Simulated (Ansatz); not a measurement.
Input and command of a plane-wave DFT calculation in Ansatz:

```yaml
crystal:
  lattice:
    - [2.7765430532, 0.0, 0.0]
    - [-1.3882715266, 2.4045568187, 0.0]
    - [0.0, 0.0, 2.631836121]
  atoms:
    - { symbol: Mo, position: [0.0, 0.0, 0.5] }
basis:
  ecutwfc: 500
kpoints:
  mp_grid: { grid: [18, 18, 18] }
hamiltonian:
  xc: r2scan
scf:
  occupations: { method: gaussian, width: 0.15 }
output:
  forces: true
  stress: true
  eigenvalues: true
```

```bash
ansatz run input.yaml --threads 1 --pin off --max-ram 2560MiB --backend cpu --events-out ev --progress --plain --runs-dir out
```

Processor: Intel(R) Xeon(R) Processor @ 2.50GHz (Skylake/Cascade Lake), 1 thread, on a host shared with other jobs.

Problem. How long does it run, and how much memory does it take?

Solution. About 18 s on 1 thread of Intel(R) Xeon(R) Processor @ 2.50GHz (Skylake/Cascade Lake), with other jobs on the host, peak memory 0.43 GiB. It solves 11 bands at 370 k points (the mesh reduced by symmetry) with about 417 plane waves, in 6 SCF iterations.
